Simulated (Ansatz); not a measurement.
Bi$_{2}$Se$_{3}$:
```cif
data_Bi6Se9
_chemical_formula_sum 'Bi6 Se9'
_space_group_name_H-M_alt 'R-3m :H'
_space_group_IT_number 166
_space_group_name_Hall '-R 3 2"'
_cell_length_a 4.18969
_cell_length_b 4.18969
_cell_length_c 31.35238
_cell_angle_alpha 90.000
_cell_angle_beta 90.000
_cell_angle_gamma 120.000
loop_
_atom_site_label
_atom_site_type_symbol
_atom_site_symmetry_multiplicity
_atom_site_Wyckoff_symbol
_atom_site_fract_x
_atom_site_fract_y
_atom_site_fract_z
_atom_site_occupancy
Bi1 Bi 6 c 0.00000 0.00000 0.39555 1
Se1 Se 3 a 0.00000 0.00000 0.00000 1
Se2 Se 6 c 0.00000 0.00000 0.22127 1
```
(The calculation used a cell of 5 atoms; values per cell refer to that cell.)

Relaxed with PBE.

Problem. Which orbitals make up the states near the band edges in plane-wave PAW PBE (Ansatz code)?

Solution. Top 1 eV of the valence band: Se 4p 89 %, Bi 6s 6 %. Bottom 1 eV of the conduction band: Bi 6p 64 %, Se 4p 23 %, Se 4s 9 %. Projections are on Löwdin-orthogonalised atomic valence shells; empty p or d shells of many metals are not among them.

Problem. Tabulate the density of states.

Solution. States/eV per cell of 5 atoms, in 0.25 eV bins, energy from the valence-band maximum.

```csv
E (eV),total,Se 4p,Bi 6p,Se 4s
-7.85,0.00,0.00,0.00,0.00
-7.60,0.00,0.00,0.00,0.00
-7.35,0.00,0.00,0.00,0.00
-7.10,0.00,0.00,0.00,0.00
-6.85,0.00,0.00,0.00,0.00
-6.60,0.00,0.00,0.00,0.00
-6.35,0.00,0.00,0.00,0.00
-6.10,0.00,0.00,0.00,0.00
-5.85,0.00,0.00,0.00,0.00
-5.60,0.00,0.00,0.00,0.00
-5.35,0.00,0.00,0.00,0.00
-5.10,0.00,0.00,0.00,0.00
-4.85,0.00,0.00,0.00,0.00
-4.60,0.45,0.23,0.20,0.01
-4.35,2.31,1.23,1.02,0.05
-4.10,1.78,0.96,0.77,0.03
-3.85,1.90,1.07,0.79,0.02
-3.60,2.03,1.16,0.82,0.02
-3.35,3.66,2.14,1.40,0.06
-3.10,4.86,2.89,1.77,0.12
-2.85,4.87,2.94,1.72,0.13
-2.60,4.23,2.66,1.41,0.08
-2.35,4.83,3.14,1.50,0.10
-2.10,5.72,3.80,1.72,0.11
-1.85,4.54,3.11,1.24,0.09
-1.60,3.37,2.40,0.82,0.06
-1.35,3.05,2.44,0.50,0.04
-1.10,5.47,4.99,0.31,0.04
-0.85,5.74,5.41,0.14,0.02
-0.60,4.77,4.22,0.16,0.02
-0.35,6.07,5.23,0.15,0.01
-0.10,2.37,2.04,0.06,0.01
0.15,0.00,0.00,0.00,0.00
0.40,0.00,0.00,0.00,0.00
0.65,0.00,0.00,0.00,0.00
0.90,0.07,0.01,0.05,0.01
1.15,0.20,0.04,0.13,0.02
1.40,0.66,0.14,0.43,0.06
1.65,2.15,0.58,1.31,0.17
1.90,2.94,0.84,1.80,0.18
2.15,3.70,1.13,2.27,0.16
2.40,5.21,1.71,3.10,0.18
2.65,4.52,1.54,2.65,0.09
2.90,4.37,1.59,2.45,0.07
3.15,3.42,1.18,2.05,0.04
3.40,2.61,0.88,1.56,0.05
3.65,3.49,1.26,2.01,0.05
3.90,3.34,1.26,1.89,0.04
4.15,4.69,1.89,2.54,0.04
4.40,2.05,0.86,1.04,0.02
4.65,3.09,0.97,1.15,0.02
4.90,2.61,0.72,0.83,0.01
5.15,1.80,0.31,0.34,0.01
5.40,1.21,0.02,0.02,0.00
```

The PBE relaxation kept the symmetry of its start. The volume moved by 16 % from the start of the relaxation. A crystal of weakly bound layers computed without a dispersion correction: the cell and the soft elastic constants depend strongly on that. Spin–orbit coupling is left out wherever it is not named.

Potentials: the later of the program's two PAW sets.
